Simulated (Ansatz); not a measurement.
# NMR crystallography of BN with Cu replacing B: given against relaxed positions

Start: a supercell of BN (zinc blende type, F-43m) built from a COD entry, with all atoms left at the host's positions.

Space group F-43m (No. 216); a = 10.8450 Å.

| site | Wyckoff | site symmetry | x | y | z |
| --- | --- | --- | --- | --- | --- |
| Cu | 4a | -43m | 0.0000 | 0.0000 | 0.0000 |
| B2 | 48h | ..m | 0.1667 | 0.0000 | 0.1667 |
| B5 | 16e | .3m | 0.3333 | 0.8333 | 0.1667 |
| B9 | 16e | .3m | 0.6667 | 0.6667 | 0.3333 |
| B15 | 24f | 2.mm | 0.5000 | 0.6667 | 0.5000 |
| N28 | 16e | .3m | 0.0833 | 0.9167 | 0.0833 |
| N29 | 24g | 2.mm | 0.2500 | 0.9167 | 0.2500 |
| N33 | 48h | ..m | 0.5833 | 0.7500 | 0.4167 |
| N41 | 16e | .3m | 0.4167 | 0.5833 | 0.4167 |
| N54 | 4c | -43m | 0.7500 | 0.2500 | 0.7500 |

One atom of each set is listed; the run and its k-mesh use a cell of 54 atoms with edges of 7.67, 7.67, 7.67 Å.

The numbers come from a DFT calculation in Ansatz (PBE, plane waves and PAW, scalar-relativistic, collinear spin, 420 eV cutoff, Γ-centred 3×3×3 k-points, Fermi–Dirac smearing 0.01 eV, cell charge -1). Start moments as typed (μB): 1 on each Cu, none on the rest.

The largest force at the start is 15 eV/Å. Relaxing the ions at fixed cell moves them by 0.232 Å at most (atom 28, N) and 0.065 Å rms.

```tsv
site	moved (Å)	first shell before	first shell after	V_zz before (10²¹ V/m²)	η before
Cu	0.000	4 N at 1.57 Å	4 N at 1.80 Å	0.00	–
B2	0.027	4 N at 1.57 Å	4 N at 1.50–1.58 Å	-0.27	0.37
B5	0.003	4 N at 1.57 Å	4 N at 1.57 Å	0.083	0.00
B9	0.005	4 N at 1.57 Å	4 N at 1.57 Å	0.050	0.00
B15	0.004	4 N at 1.57 Å	4 N at 1.56–1.57 Å	-0.048	0.70
N28	0.232	1 Cu at 1.57 Å, 3 B at 1.57 Å	3 B at 1.50 Å, 1 Cu at 1.80 Å	-3.66	0.00
N29	0.004	4 B at 1.57 Å	4 B at 1.54–1.57 Å	-0.48	0.38
N33	0.004	4 B at 1.57 Å	4 B at 1.56–1.58 Å	0.25	0.22
N41	0.000	4 B at 1.57 Å	4 B at 1.57 Å	-0.049	0.00
```

**Question.** What are V_zz and η after the relaxation?

**Answer.** 

```json
{"site": "Cu", "V_zz after": "0.00", "η after": "–", "change of V_zz": "0.00"}
{"site": "B2", "V_zz after": "0.42", "η after": "0.98", "change of V_zz": "–"}
{"site": "B5", "V_zz after": "0.072", "η after": "0.00", "change of V_zz": "-0.01"}
{"site": "B9", "V_zz after": "0.044", "η after": "0.00", "change of V_zz": "-0.01"}
{"site": "B15", "V_zz after": "-0.10", "η after": "0.74", "change of V_zz": "-0.06"}
{"site": "N28", "V_zz after": "-3.34", "η after": "0.00", "change of V_zz": "+0.32"}
{"site": "N29", "V_zz after": "-1.36", "η after": "0.18", "change of V_zz": "-0.88"}
{"site": "N33", "V_zz after": "-0.19", "η after": "0.32", "change of V_zz": "–"}
{"site": "N41", "V_zz after": "0.044", "η after": "0.00", "change of V_zz": "+0.09"}
```

The largest change of V_zz along a kept axis is on N29, from -0.48 to -1.36. In per cent, |V_zz| changes by -9 on N (all sites that start above 2). Where |V_zz| stays above 0.1 and the axes keep their order, η moves most on N29, from 0.38 to 0.18. V_zz changes sign on N41 (same axis). On B2, N33 the largest principal value lies along another axis in the second run, so the two V_zz can't be compared directly. Other sites without a gradient aren't listed.

The defect repeats with the cell of 54 atoms, so it feels its images: sites between two images don't show the values beside a lone defect, and zeros or small values of η there can come from the images' arrangement. A uniform background compensates the cell's charge. The defect cell has no gap above 0.1 eV on its mesh, so the values can hang on the smearing and the k-mesh. The run lost most of its start moments on Cu; a state with other moments may lie lower.
Before: The cell keeps the host's lattice, where the PBE pressure is 17 GPa (in a charged cell this depends on the convention for the mean potential). The neighbours have not yet relaxed around the defect (largest force 15 eV/Å), so the values at and beside it are those of a strained start, not of the defect in a real crystal.
After: The relaxation keeps the site symmetry -43m of the start, so the impurity can't leave its site; a distortion that would localise the partly filled state isn't explored. The cell keeps the host's lattice, where the PBE pressure is 12 GPa (in a charged cell this depends on the convention for the mean potential).
